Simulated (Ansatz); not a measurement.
All numbers below come from Ansatz 0.2.0, DFT PBE, scalar-relativistic, plane waves, PAW. The final run on the 6-atom cell used 420 eV, a Γ-centred 10×10×10 mesh, 0.02 eV smearing and no spin polarisation.

The zero of energy is the elements' standard structures at the same level; no fitted shifts are applied.

Problem. Give a relaxed trial structure of a tetragonal semiconductor made of Cd, S and Zn, with a gap near 1.2 eV, a formation energy near −0.70 eV/atom and a density near 4.47 g/cm³, in a cell of 6 atoms.

Solution. ZnCd2S3, space group I-4m2 (No. 119). Around Zn lie 4 S at 2.39 Å; Cd has 4 S at 2.55 Å; S on a site of symmetry 2mm is surrounded by 2 Zn at 2.39 Å and 2 Cd at 2.55 Å; around S on a site of symmetry -4m2 lie 4 Cd at 2.55 Å.

```xyz
6
Lattice="-2.0277 2.0277 8.7320 2.0277 -2.0277 8.7320 2.0277 2.0277 -8.7320" Properties=species:S:1:pos:R:3 pbc="T T T"
Zn    0.0000    0.0000    8.7320
Cd    0.0000    0.0000   14.6449
Cd    0.0000    0.0000    2.8192
S     0.0000    2.0277    1.2664
S     2.0277    0.0000    4.3660
S     0.0000    2.0277    7.4657
```

| Property | Result |
| --- | --- |
| Volume per atom | 23.94 Å³ |
| Density | 4.47 g/cm³ |
| Formation energy | −0.698 eV/atom |
| Gap on the 10×10×10 mesh of the 6-atom cell | 1.23 eV |

It was reached by relaxing an invented guess, and it needn't be the stable form of this composition. Other answers may fit too; this one was computed.

Kohn–Sham gaps at this level usually fall short of measured ones. The reference form of S is held partly by dispersion forces, which this level lacks. A structure relaxed within its symmetry needn't be a true minimum.
